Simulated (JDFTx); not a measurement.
Pt(111) slab cut from bulk Pt (space group Fm-3m, indices of the conventional cell, lattice of the Materials Project entry mp-126, not re-optimised): 4 atoms in 4 planes, a 1x1 cell of 6.73 Å² (|a| = 2.788, |b| = 2.788 Å), 6.8 Å between the outermost planes, cell height 22.8 Å, 8×8×1 k mesh, Fermi smearing 0.01 Ha, no spin polarisation.

Reference level: PBE, GBRV ultrasoft potentials, plane waves to 20/100 Ha, in JDFTx (a modified build). Unrelaxed; liquid: linear PCM (GLSSA13), water, 1 M NaF. The reference uses energyDiffThreshold 1e-8 (1e-7 at fixed potential) and fluid knormThreshold 1e-11; each other row changes one option in all its runs. Potentials refer to SHE, placed 4.44 V below the bulk liquid's zero by convention.

Options: reference; energyDiffThreshold 1e-5; energyDiffThreshold 1e-6; energyDiffThreshold 1e-10; fluid knormThreshold 1e-9; fluid knormThreshold 1e-10; fluid knormThreshold 1e-12.

### Question
Which options move the work function or U_pzc by more than 0.02 from the reference?

### Answer
energyDiffThreshold 1e-5.

```json
[
 {"option": "reference", "F − F(reference), vacuum (meV/cell)": "0.0", "work function (eV)": "5.606", "U_pzc (V)": "0.955", "σ held at 0.45 V (μC/cm²)": "-6.5"},
 {"option": "energyDiffThreshold 1e-5", "F − F(reference), vacuum (meV/cell)": "0.0", "work function (eV)": "5.648", "U_pzc (V)": "0.954", "σ held at 0.45 V (μC/cm²)": "-6.5"},
 {"option": "energyDiffThreshold 1e-6", "F − F(reference), vacuum (meV/cell)": "0.0", "work function (eV)": "5.621", "U_pzc (V)": "0.955", "σ held at 0.45 V (μC/cm²)": "-6.5"},
 {"option": "energyDiffThreshold 1e-10", "F − F(reference), vacuum (meV/cell)": "0.0", "work function (eV)": "5.606", "U_pzc (V)": "0.955", "σ held at 0.45 V (μC/cm²)": "–"},
 {"option": "fluid knormThreshold 1e-9", "F − F(reference), vacuum (meV/cell)": "0.0", "work function (eV)": "5.606", "U_pzc (V)": "0.964", "σ held at 0.45 V (μC/cm²)": "–"},
 {"option": "fluid knormThreshold 1e-10", "F − F(reference), vacuum (meV/cell)": "0.0", "work function (eV)": "5.606", "U_pzc (V)": "0.955", "σ held at 0.45 V (μC/cm²)": "–"},
 {"option": "fluid knormThreshold 1e-12", "F − F(reference), vacuum (meV/cell)": "0.0", "work function (eV)": "5.606", "U_pzc (V)": "0.955", "σ held at 0.45 V (μC/cm²)": "-6.5"}
]
```

A dash marks a run that didn't converge or wasn't made; the third decimal is shown to expose solver noise and isn't converged.
